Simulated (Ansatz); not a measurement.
A: AlAs (zinc blende), a = b = c = 5.728 Å, α = β = γ = 90.00°
B: CdSe (zinc blende), a = 6.1964 Å, b = 6.1964 Å, c = 6.1964 Å, α = 90.00°, β = 90.00°, γ = 90.00°
C: SiC (zinc blende), a = 4.380 Å, b = 4.380 Å, c = 4.380 Å, α = 90.00°, β = 90.00°, γ = 90.00°
D: AlNi (CsCl type), a = 2.8927 Å, b = 2.8927 Å, c = 2.8927 Å, α = 90.00°, β = 90.00°, γ = 90.00°
E: CdTe (zinc blende), a = 6.619 Å, b = 6.619 Å, c = 6.619 Å, α = 90.00°, β = 90.00°, γ = 90.00°

Scan: energy against volume (even scaling of the relaxed cell, symmetry kept). All come from one method, each on a k mesh of its own. AlNi is run without spin polarisation. All were relaxed with their symmetry unable to fall. Spin-orbit coupling is left out. The PAW data are Ansatz's earlier set.

Problem. Rank these by bulk modulus (fitted) (highest first), as PBE (plane waves to 420 eV, PAW, scalar-relativistic; Ansatz, a quantum-chemistry and plane-wave program) gives it.

Solution. C (213 GPa), D (159 GPa), A (67.1 GPa), B (44.7 GPa), E (35.0 GPa)

(Under strain, the slope of the energy per volume gives the stress and its curvature an elastic modulus.)
